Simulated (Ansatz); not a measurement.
GaAs at 7 GPa (stress–strain coefficients): relaxed-ion elastic tensor

Theory: DFT LDA, scalar-relativistic, plane waves, PAW in Ansatz. Settings: 420 eV plane-wave cutoff, Γ-centred 12×12×12 mesh, fixed occupations. No spin polarisation.

The cell, relaxed at 7 GPa:
```
CELL_PARAMETERS angstrom
0.00000 2.72919 2.72919
2.72919 0.00000 2.72919
2.72919 2.72919 0.00000
ATOMIC_POSITIONS crystal
Ga 0.00000 0.00000 0.00000
As 0.75000 0.75000 0.75000
```

Task: Give the relaxed-ion elastic constants (GPa, Voigt order xx yy zz yz xz xy, on the axes of the cell above).

Result:
```
147.8  83.8  83.8   0.0   0.0   0.0
 83.8 147.8  83.8   0.0   0.0   0.0
 83.8  83.8 147.8   0.0   0.0   0.0
  0.0   0.0   0.0  63.8   0.0   0.0
  0.0   0.0   0.0   0.0  63.8   0.0
  0.0   0.0   0.0   0.0   0.0  63.8
```

Task: Is the crystal stable against homogeneous strain?

Result: Yes: the least eigenvalue of the tensor is 63.8 GPa.

Task: And the moduli of a polycrystal (Hill averages)?

Result: B = 105 GPa, G = 48 GPa, E = 126 GPa, ν = 0.30.

Cost: 1 run of about 2.6 core-minutes, on Intel Xeon 6975P-C (Granite Rapids) (shared hosts).